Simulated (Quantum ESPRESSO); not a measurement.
Inputs of pw.x and gipaw.x (a modified build of Quantum ESPRESSO, PBE) for Ag₄Br₃Cl; the starting potential comes from an earlier run on another mesh:

```
&CONTROL
  calculation = 'scf'
  prefix = 'x'
  pseudo_dir = './pseudo'
  outdir = './out'
  tprnfor = .true.
/
&SYSTEM
  ibrav = 0
  nat = 8
  ntyp = 3
  ecutwfc = 50
  ecutrho = 200
  occupations = 'fixed'
  nbnd = 36
/
&ELECTRONS
  conv_thr = 1e-11
  startingpot = 'file'
/
ATOMIC_SPECIES
Ag 107.868 Ag.GGA_PBE-JTH.UPF
Cl 35.450 Cl.GGA_PBE-JTH.UPF
Br 79.904 Br.GGA_PBE-JTH.UPF
CELL_PARAMETERS angstrom
    5.794274571000     0.000000000000     0.000000000000
    0.000000000000     5.794274571000     0.000000000000
    0.000000000000     0.000000000000     5.794274571000
ATOMIC_POSITIONS crystal
Ag     0.000000000000     0.000000000000     0.000000000000
Cl     0.500000000000     0.000000000000     0.000000000000
Ag     0.000000000000     0.500000000000     0.500000000000
Br     0.500000000000     0.500000000000     0.500000000000
Ag     0.500000000000     0.000000000000     0.500000000000
Br     0.000000000000     0.000000000000     0.500000000000
Ag     0.500000000000     0.500000000000     0.000000000000
Br     0.000000000000     0.500000000000     0.000000000000
K_POINTS automatic
5 5 5 1 1 1
```

```
&INPUTGIPAW
  job = 'nmr'
  prefix = 'x'
  tmp_dir = './out/'
  restart_mode = 'from_scratch'
  pawproj(1) = .true.
  pawproj(2) = .true.
  pawproj(3) = .true.
  use_nmr_macroscopic_shape = .false.
/
```

The cell was made here from a computed Materials Project entry: one of 4 Br replaced by Cl, cell and atoms relaxed (PBE without dispersion, pw.x of Quantum ESPRESSO, symmetry kept). The parent is AgBr in Fm-3m. The swapped cell is a model, not a known phase. Stability against distortions was not tested. The run has no spin polarisation.

Predict the shielding tensors that the run ends with.


```
     f-sum rule (should be   -57.1021):
           -57.1042          0.0000          0.0000
             0.0000        -57.1042          0.0000
             0.0000          0.0000        -57.1042

     Total NMR chemical shifts in ppm: ---------------------------------------
     (adopting the Simpson convention for anisotropy and asymmetry)-----------

     Atom  1  Ag  pos: (  0.000000  0.000000  0.000000)  Total sigma:        3458.78
          3378.9694         -0.0000          0.0000
            -0.0000       3498.6867          0.0000
            -0.0000          0.0000       3498.6867

     Ag      1    anisotropy:   -119.72    eta:    0.0000

     Atom  2  Cl  pos: (  0.500000  0.000000  0.000000)  Total sigma:         794.04
           794.0355          0.0000          0.0000
            -0.0000        794.0355          0.0000
             0.0000          0.0000        794.0355

     Cl      2    anisotropy:      0.00    eta:    0.0000

     Atom  3  Ag  pos: (  0.000000  0.500000  0.500000)  Total sigma:        3373.52
          3373.5204         -0.0000          0.0000
            -0.0000       3373.5204          0.0000
            -0.0000          0.0000       3373.5204

     Ag      3    anisotropy:      0.00    eta:    0.0000

     Atom  4  Br  pos: (  0.500000  0.500000  0.500000)  Total sigma:        2525.25
          2624.5466          0.0000         -0.0000
            -0.0000       2475.6072          0.0000
            -0.0000          0.0000       2475.6072

     Br      4    anisotropy:    148.94    eta:    0.0000

     Atom  5  Ag  pos: (  0.500000  0.000000  0.500000)  Total sigma:        3458.78
          3498.6867         -0.0000          0.0000
            -0.0000       3498.6867          0.0000
             0.0000          0.0000       3378.9694

     Ag      5    anisotropy:   -119.72    eta:    0.0000

     Atom  6  Br  pos: (  0.000000  0.000000  0.500000)  Total sigma:        2525.25
          2475.6072          0.0000         -0.0000
            -0.0000       2624.5466          0.0000
             0.0000         -0.0000       2475.6072

     Br      6    anisotropy:    148.94    eta:    0.0000

     Atom  7  Ag  pos: (  0.500000  0.500000  0.000000)  Total sigma:        3458.78
          3498.6867         -0.0000          0.0000
            -0.0000       3378.9694          0.0000
            -0.0000          0.0000       3498.6867

     Ag      7    anisotropy:   -119.72    eta:    0.0000

     Atom  8  Br  pos: (  0.000000  0.500000  0.000000)  Total sigma:        2525.25
          2475.6072          0.0000         -0.0000
            -0.0000       2475.6072          0.0000
             0.0000         -0.0000       2624.5466

     Br      8    anisotropy:    148.94    eta:    0.0000
```
The printed anisotropy is 3/2 (σ_33 − σ_iso) in the program's own order; the axes are left out here. Anisotropies that symmetry doesn't fix are less certain than the isotropic values. σ is an absolute shielding without the bulk-susceptibility term: within one crystal shift differences are minus those of σ, between compounds the missing term differs by several ppm. By our sweeps, such settings leave a few ppm in absolute σ on light atoms and up to some 20 ppm from Zn on. Spin–orbit coupling is left out; its weight grows with the heaviest atom, Ag here. The datasets of Cl, Br hold no d projectors, which limits absolute σ on these atoms. The band gap at this level is small, which makes the paramagnetic part of σ large and sensitive to the functional.
